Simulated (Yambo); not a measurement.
Here is the system:

```
CELL_PARAMETERS angstrom
      1.69658    -5.40121     0.00000
      1.69658     5.40121     0.00000
      0.00000     0.00000     3.37362
ATOMIC_POSITIONS crystal
  H  0.03897 0.96103 0.75000
  H  0.96103 0.03897 0.25000
  O  0.87159 0.12841 0.25000
  O  0.12841 0.87159 0.75000
  Na 0.34155 0.65845 0.75000
  Na 0.65845 0.34155 0.25000
```

Workflow: norm-conserving PBEsol (Quantum ESPRESSO, 88 Ry, scalar-relativistic), then G0W0 in Yambo (4×4×4 Γ-centred k mesh, bands 3 to 118 and a 8 Ry block in the screening, 118 bands in G with the Bruneval-Gonze terminator, plasmon pole fitted at 27.2 eV).

Give the PBEsol and G0W0 gaps between the band edges found on this mesh, and say where the edges lie.

Edges: Γ → Γ. PBEsol: 3.05 eV; G0W0: 5.85 eV. Nearest settings tried, and what they do to the gap: 7 Ry block (131 vectors against 159): -43 meV. Not varied: bands in G, bands in W, mesh. So the settings aren't converged at that level. 

Geometry relaxed with PBE+D3(BJ).

The structure is a Materials Project entry; no match was found in the copy of COD used, and its stability was not checked.
